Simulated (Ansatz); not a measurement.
HfCo3B2 in space group P6/mmm (No. 191; B on 2c, Co on 3g, Hf on 1a), the program Ansatz at the PBE level (PAW), all energies at zero smearing, with the estimated change up to a 700 eV cutoff added, with one set of potentials and settings (totals compare only within such a set). Cell of 6 atoms (2 B, 3 Co, 1 Hf): -31415.123 eV.

```csv
element,reference phase,E (eV/atom)
B,"R-3m, 12 atoms in the cell",-155.9161
Co,"P6_3/mmc, 2 atoms in the cell, spin-polarised",-5126.1559
Hf,"P6_3/mmc, 2 atoms in the cell",-15721.3637
```

Formation energy per atom, worked out: (-31415.123 − 2×(-155.9161) − 3×(-5126.1559) − 1×(-15721.3637))/6 = -0.577 eV/atom (-56 kJ per mol of atoms), at 0 K, without zero-point energy or fitted corrections.

The workflow started from an entry of the Crystallography Open Database (COD). Its standing as an ambient phase is unchecked. The PBE relaxation kept the symmetry of its start; whether a distortion lowers the energy is not shown. The workflow began spin-polarised and lost its moments. The references are the lowest solids computed at this level, not always the standard phases. Scalar-relativistic: spin–orbit coupling is off unless named, which matters more the heavier the elements.

Potentials: the later of the program's two PAW sets.
